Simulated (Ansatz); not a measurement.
## 33S NMR of the central transition in WS2

Cell: an entry of the Crystallography Open Database (COD) whose atoms were relaxed with PBE, the cell held.

```cif
data_WS2
_symmetry_space_group_name_H-M 'P6_3/mmc'
_symmetry_Int_Tables_number 194
_cell_length_a 3.1800
_cell_length_b 3.1800
_cell_length_c 12.5000
_cell_angle_alpha 90.000
_cell_angle_beta 90.000
_cell_angle_gamma 120.000
loop_
_atom_site_label
_atom_site_type_symbol
_atom_site_symmetry_multiplicity
_atom_site_Wyckoff_symbol
_atom_site_fract_x
_atom_site_fract_y
_atom_site_fract_z
W W 2 c 0.3333 0.6667 0.2500
S S 4 f 0.3333 0.6667 0.6245
```

One atom of each set is listed.

The numbers come from a DFT calculation in Ansatz (LDA, plane waves and PAW, scalar-relativistic, collinear spin, 420 eV cutoff, Γ-centred 11×11×3 k-points, Fermi–Dirac smearing 0.02 eV). Start moments as typed (μB): 2 on each W, none on the rest.

33S has I = 3/2 and Q = -69.40 mb (Pyykkö 2018); at 16.4 T its Larmor frequency is ν₀ = 53.7 MHz. Only the quadrupole interaction is simulated: positions count from each site's isotropic chemical shift, and shift anisotropy, dipolar and J coupling are left out.

Problem. What does the 33S spectrum (static powder) show for each site?

Solution. 

| site | first shell | C_Q (MHz) | η | P_Q (MHz) | δ_QIS (ppm) | breadth (kHz) |
| --- | --- | --- | --- | --- | --- | --- |
| S | 3 W at 2.41 Å; also 7 S at 3.14–3.18 Å | 7.75 | 0.00 | 7.75 | -522 | 146 |

δ_QIS = −(ν_Q²/30ν₀²)[I(I+1) − 3/4](1 + η²/3) × 10⁶ ppm with ν_Q = 3|C_Q|/[2I(2I−1)]; it falls as 1/B₀² in ppm, and the breadth as 1/B₀ in kHz.

An axis of threefold or higher order runs through S, so V_zz lies along it and η is zero.

At this cell the LDA pressure is -6 GPa, so with LDA the cell would shrink if it were relaxed. The largest force is 0.5 eV/Å, so the atoms aren't at the calculated equilibrium and relaxing them would move these values. Without spin–orbit coupling the gradients at and beside W can be off by some per cent, at some sites by more. The start moments die out, and the run ends without spin.
